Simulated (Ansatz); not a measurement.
A relaxed structure of WC is spoiled in several ways and relaxed again each time (squeezed and stretched starts keep its symmetry, which their runs cannot lower; pressure is positive under compression). These are PBE (plane waves to 420 eV, PAW, scalar-relativistic; Ansatz, a first-principles code) values and carry that method's errors.

```cif
data_CW
_chemical_formula_sum 'W1 C1'
_space_group_name_H-M_alt 'P-6m2'
_space_group_IT_number 187
_space_group_name_Hall 'P -6 2'
_cell_length_a 2.92185
_cell_length_b 2.92185
_cell_length_c 2.84710
_cell_angle_alpha 90.000
_cell_angle_beta 90.000
_cell_angle_gamma 120.000
loop_
_atom_site_label
_atom_site_type_symbol
_atom_site_symmetry_multiplicity
_atom_site_Wyckoff_symbol
_atom_site_fract_x
_atom_site_fract_y
_atom_site_fract_z
_atom_site_occupancy
W1 W 1 a 0.00000 0.00000 0.00000 1
C1 C 1 f 0.66667 0.33333 0.50000 1
```

Task: One start gave a first pressure of -39 GPa, a largest first force of 1.3 eV/Å and released 1.09 eV/atom. Which change was it?
(A) deformed by the Cartesian strain tensor (xx, yy, zz, yz, xz, xy) = (0.017, 0.187, 0.091, 0.108, 0.107, -0.003)
(B) stretched uniformly to 115 % of its volume

Result: A, deformed by the Cartesian strain tensor (xx, yy, zz, yz, xz, xy) = (0.017, 0.187, 0.091, 0.108, 0.107, -0.003). All starts:

```csv
change,first pressure (GPa),largest first force (eV/Å),released (eV/atom),moves,outcome,final group,E − E(parent) (eV/atom)
stretched uniformly to 115 % of its volume,-40,0.0,0.22,8,returns to the parent,P-6m2,0.00
"deformed by the Cartesian strain tensor (xx, yy, zz, yz, xz, xy) = (0.017, 0.187, 0.091, 0.108, 0.107, -0.003)",-39,1.3,1.09,12,returns to the parent,P-6m2,0.00
```

First-step values come from each run's starting, coarser k-mesh (9×9×8, 9×8×8). Each cell has its own k-point mesh; energy differences are given only to the digits this allows. No spin polarisation in the result.
